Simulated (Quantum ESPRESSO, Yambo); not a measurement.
For MgS (zinc blende, space group F-43m, No. 216), Yambo gives the independent-particle static dielectric constant along x as 4.57 on PBEsol bands and 3.8 after a scissor of 1.88 eV widens every gap (12×12×12 mesh, 33 bands, 4 Ry local-field block, 0.2 eV broadening).

### Question
A scissor keeps the position matrix elements. In a one-oscillator model, how does ε − 1 scale, and what mean transition energy do the two values imply?

### Answer
Each transition adds |r|²/E to ε − 1, so ε − 1 ∝ 1/(E0 + Δ). Then (3.8 − 1)/(4.57 − 1) = E0/(E0 + Δ) = 0.784, and E0 = Δ(ε' − 1)/(ε − ε') = 6.8 eV. The computed Im ε, weighted by 1/E up to 20 eV, has its mean at 7.1 eV; the smallest direct PBEsol gap is 3.31 eV. The scissor comes from a G0W0 run whose convergence isn't established. Convergence of the RPA response with its 12×12×12 mesh was not tested.

Bands from Quantum ESPRESSO.

Geometry relaxed with PBEsol; primitive cell a = b = c = 3.9968 Å, α = β = γ = 60.00°.

This is not the ordinary phase of the substance; no match was found in the copy of COD used, and its stability was not checked.
